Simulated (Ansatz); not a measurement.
Ir (fcc (Cu type), Fm-3m) under volume change, PBE+D3(BJ) (plane waves, PAW; program Ansatz), scaled uniformly.

```
V (Å³/atom)  E − E(relaxed) (meV/atom)  P (GPa)
-----------  -------------------------  -------
12.887                           161.9    44.70
13.312                            67.4    27.05
13.737                            15.8    12.31
14.161                             0.0     0.00
14.586                            14.0   -10.26
15.011                            52.9   -18.79
15.436                           112.4   -25.86
```

**Question.** What does a third-order Birch–Murnaghan fit give for V₀, B₀ and B′?

**Answer.** V₀ = 14.16 Å³/atom, B₀ = 373 GPa, B′ = 5.1.

The cell was relaxed with PBE+D3(BJ) under the symmetry of its start. No spin polarisation was allowed. The pairwise dispersion correction was not fitted to metals. Spin–orbit coupling is left out wherever it is not named.

Potentials: the later of the program's two PAW sets.
